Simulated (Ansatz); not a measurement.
Te (trigonal Se type, space group No. 152) at seven volumes, the program Ansatz at the r²SCAN level (PAW), shape and atoms relaxed at each. One row is withheld.

```
V (Å³/atom)  P (GPa)
-----------  -------
33.169          1.82
34.263          0.97
35.356             ?
36.450          0.00
37.543         -0.33
38.636         -0.56
39.730         -0.71
```

Q: Fit the shown pressures and predict the withheld one.

A: P = (3/2)B₀(x^(7/2) − x^(5/2))[1 + (3/4)(B′ − 4)(x − 1)] with x = (V₀/V)^(2/3). Least squares on the six rows gives V₀ = 36.387 Å³/atom, B₀ = 12.6 GPa, B′ = 9.80. At V = 35.356, x = 1.0193 and P = 0.42 GPa. The run itself gave 0.44 GPa.

Space group P3_121 (trigonal Se type). The r²SCAN relaxation kept the symmetry of its start. A crystal of weakly bound chains computed without a dispersion correction: the cell and the soft elastic constants depend strongly on that. Scalar-relativistic: spin–orbit coupling is off unless named, which matters more the heavier the elements.

Potentials: the later of the program's two PAW sets.
